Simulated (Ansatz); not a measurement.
Find the missing element

Cell vectors (Å):

```
2.8136 0.0000 0.0000
0.0000 2.8136 0.0000
0.0000 0.0000 4.0579
```

```tsv
atom	a	b	c
Ti	0.0000	0.0000	0.0000
X	0.5000	0.5000	0.5000
```

Method: r²SCAN, PAW on Ansatz 0.2.0's default frozen-core files (fitted under PBE), scalar-relativistic. k mesh 16×16×12, strains of ±0.008, Fermi-Dirac smearing of 0.080 eV.

Elastic constants of a crystal by Kohn-Sham DFT: slopes of the stress over finite engineering strains of the given cell, Voigt indices, Cartesian axes as in the cell vectors.

| index | elastic (GPa) |
| --- | --- |
| 11 | 214.1 |
| 12 | 61.5 |
| 13 | 87.6 |
| 33 | 186.1 |
| 44 | 124.3 |
| 66 | 50.6 |

Problem. All X atoms are one element. Which one was computed?

Solution. Al; the crystal is TiAl (P4/mmm).

Limits of these numbers: frozen-core PAW files fitted under PBE, their cores solved anew for the functional of the run; responses of metals move with mesh and smearing; elastic stability says nothing of phonons or of other phases.
